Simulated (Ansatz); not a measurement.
ZrSi (rock salt, Fm-3m) under volume change, PBE (plane waves, PAW; program Ansatz), scaled uniformly.

```csv
V (Å³/atom),E − E(relaxed) (meV/atom),P (GPa)
17.878,___,___
18.467,27.5,7.86
19.056,6.5,3.64
19.646,0.0,0.00
20.235,5.9,-3.15
20.824,___,___
21.414,48.8,-8.25
```

Fill in the missing entries.


- 17.878, E − E(relaxed) (meV/atom): 65.2
- 17.878, P (GPa): 12.74
- 20.824, E − E(relaxed) (meV/atom): 22.7
- 20.824, P (GPa): -5.89

What does a third-order Birch–Murnaghan fit give for V₀, B₀ and B′?

V₀ = 19.65 Å³/atom, B₀ = 113 GPa, B′ = 3.8.

A made-up cell: these elements were put on the sites of a structure type; neither database checked (COD, Materials Project) lists it. COD files the formula under space group No. 62, 63, so this cell is another polymorph or a model. Whether it is the stable phase at ambient conditions was not checked. Symmetry was held in the PBE relaxation; whether a distortion lowers the energy is not shown. No spin polarisation was allowed.

Potentials: the later of the program's two PAW sets.
